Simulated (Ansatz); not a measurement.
Put Cs3H in Pmmm (No. 47): Cs on 1c and 2t; H on 1g.

Method: DFT PBE, scalar-relativistic, plane waves, PAW in Ansatz. Cutoff 420 eV, Γ-centred mesh, Gaussian smearing, no spin polarisation.

Formation energies are uncorrected and refer to the elements' standard structures at the same level (H₂ as a molecule).

Question: Predict the relaxed structure.

Answer:

Space group Pmmm (No. 47). a = 5.038 Å, b = 6.498 Å, c = 9.343 Å, α = 90.00°, β = 90.00°, γ = 90.00°
```
atom  site  symmetry       x       y       z
  Cs    1c       mmm  0.0000  0.0000  0.5000
  Cs    2t       mm2  0.5000  0.5000  0.2610
   H    1g       mmm  0.0000  0.5000  0.5000
```

Around Cs on a site of symmetry mmm lie 2 H at 3.25 Å, 8 Cs at 4.68 Å and 2 Cs at 5.04 Å; Cs on a site of symmetry mm2 is surrounded by 2 H at 3.37 Å and 8 Cs at 4.47–5.04 Å; H has 6 Cs at 3.25–3.37 Å. Another local minimum with the same sites may exist.

Question: Where does its energy lie, and is it a metal?

Answer: The formation energy is +0.05 eV/atom. The gap on the 10×8×6 mesh of the 4-atom cell is 0 eV (a metal). It can't be a ground state, since the elements alone are lower.

The last run used Gaussian smearing of 0.10 eV. With hydrogen, zero-point motion can shift formation energies by some tens of meV/atom. A structure relaxed within its symmetry needn't be a true minimum.
